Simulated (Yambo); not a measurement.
Yambo run on Ca2RuH6 (space group Fm-3m, No. 225). The wavefunctions come from this Quantum ESPRESSO step (PBEsol, PseudoDojo standard norm-conserving files, scalar-relativistic):

```
&CONTROL
  calculation = 'nscf'
  pseudo_dir = './pseudo'
  outdir = './out'
/
&SYSTEM
  ibrav = 0
  nat = 9
  ntyp = 3
  ecutwfc = 84.0
  ecutrho = 336.0
  occupations = 'fixed'
  force_symmorphic = .true.
  nbnd = 176
/
&ELECTRONS
  conv_thr = 9.000000000000001e-09
  diago_full_acc = .true.
  diago_thr_init = 1e-08
/
ATOMIC_SPECIES
H 1.0080 H.upf
Ca 40.0780 Ca.upf
Ru 101.0700 Ru.upf
CELL_PARAMETERS angstrom
  0.000000000000   3.596685000000   3.596685000000
  3.596685000000   0.000000000000   3.596685000000
  3.596685000000   3.596685000000   0.000000000000
ATOMIC_POSITIONS crystal
H   0.762900000000   0.762900000000   0.237100000000
H   0.237100000000   0.237100000000   0.762900000000
H   0.237100000000   0.762900000000   0.762900000000
H   0.762900000000   0.237100000000   0.237100000000
H   0.762900000000   0.237100000000   0.762900000000
H   0.237100000000   0.762900000000   0.237100000000
Ca   0.750000000000   0.750000000000   0.750000000000
Ca   0.250000000000   0.250000000000   0.250000000000
Ru   0.000000000000   0.000000000000   0.000000000000
K_POINTS automatic
4 4 4 0 0 0
```

Yambo input:

```
rim_cut
gw0
dyson
el_el_corr
HF_and_locXC
ppa
em1d
RandQpts= 1000000
RandGvec= 1 Ry
EXXRLvcs= 84 Ry
VXCRLvcs= 336 Ry
Chimod= "HARTREE"
% BndsRnXp
 5 | 174 |
%
NGsBlkXp= 8 Ry
% LongDrXp
 1.0 | 1.0 | 1.0 |
%
PPAPntXp= 27.2114 eV
% GbndRnge
 1 | 174 |
%
GTermKind= "BG"
DysSolver= "n"
ExtendOut
% QPkrange
 1 | 1 | 21 | 22 |
 3 | 3 | 21 | 22 |
 7 | 7 | 21 | 22 |
 8 | 8 | 21 | 22 |
%
```

k points by index: 1 = Γ, 3 = L, 7 = X, 8 = W.

Resulting energies as the program prints them:

```
#    K-point    Band    Eo [eV]    E [eV]    E-Eo [eV]    Vxc [eV]    Vnlxc [eV]    Sc|Eo [eV]    Sc|E [eV]    dSc/dw|Eo [eV]    Re(Z)    Im(Z)
#
    1    21    -0.139337    -0.656093    -0.516756    -18.28218    -22.28442    3.338516    3.485481    -7.736569    0.778622    -0.001664
    1    22    4.138427    5.537905    1.399478    -15.47538    -9.061794    -4.674764    -5.014103    -6.596257    0.804877    -0.002990
    3    21    -0.115092    -0.588122    -0.473030    -18.33735    -22.22850    3.283698    3.418117    -7.730100    0.778767    -0.001656
    3    22    3.996111    5.107411    1.111300    -15.29381    -9.673515    -4.240710    -4.508997    -6.568822    0.805541    -0.821660E-3
    7    21    -0.007277    -0.445249    -0.437972    -18.68705    -22.55431    3.304582    3.429286    -7.745348    0.778427    -0.001606
    7    22    2.342280    3.251742    0.909462    -15.15743    -10.46435    -3.574517    -3.783620    -6.255731    0.813076    -0.001225
    8    21    0.000000    -0.439260    -0.439260    -18.72087    -22.60472    3.319432    3.444584    -7.750451    0.778313    -0.001606
    8    22    2.915045    3.862554    0.947509    -14.56101    -9.673997    -3.723070    -3.939506    -6.215104    0.814065    -0.001216
```
(The two width columns are left out.) Convergence of these settings isn't established.

Spin-orbit coupling is not included.

Geometry of the Materials Project entry, not relaxed at this level.

The structure is a Materials Project entry; no match was found in the copy of COD used, and its stability was not checked.
